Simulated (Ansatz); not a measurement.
Li$_{2}$O (anti-fluorite)

```yaml
crystal:
  lattice:
    - [0.00000, 2.31309, 2.31309]
    - [2.31309, 0.00000, 2.31309]
    - [2.31309, 2.31309, 0.00000]
  atoms:
    - { symbol: Li, position: [0.75000, 0.75000, 0.75000] }
    - { symbol: Li, position: [0.25000, 0.25000, 0.25000] }
    - { symbol: O, position: [0.00000, 0.00000, 0.00000] }
```

Two coordinates are scanned: the volume, and the ratio of the stretch along z (the conventional c axis) to the stretch across it. Atoms keep their fractional coordinates.

Calculation: PBE (plane waves to 420 eV, PAW, scalar-relativistic; Ansatz, an electronic-structure program). k mesh 12×12×12 (Γ-centred), Fermi-Dirac smearing 0.05 eV. Stress and pressure are positive under compression. Li2O was relaxed with its symmetry unable to fall.

At one point of the scan the stress tensor (GPa) is:

```
    7.4      0.0      0.0
    0.0      7.4      0.0
    0.0      0.0     -0.4
```

Task: Which point is it?
A) V/V₀ = 0.947, (c/a)/(c/a)₀ = 1.040
B) V/V₀ = 0.947, (c/a)/(c/a)₀ = 0.960
C) V/V₀ = 0.920, (c/a)/(c/a)₀ = 1.040
D) V/V₀ = 0.973, (c/a)/(c/a)₀ = 1.000

Result: A, V/V₀ = 0.947, (c/a)/(c/a)₀ = 1.040

(A scan under strain: stresses follow from slopes of the energy per volume, elastic moduli from its curvatures.)
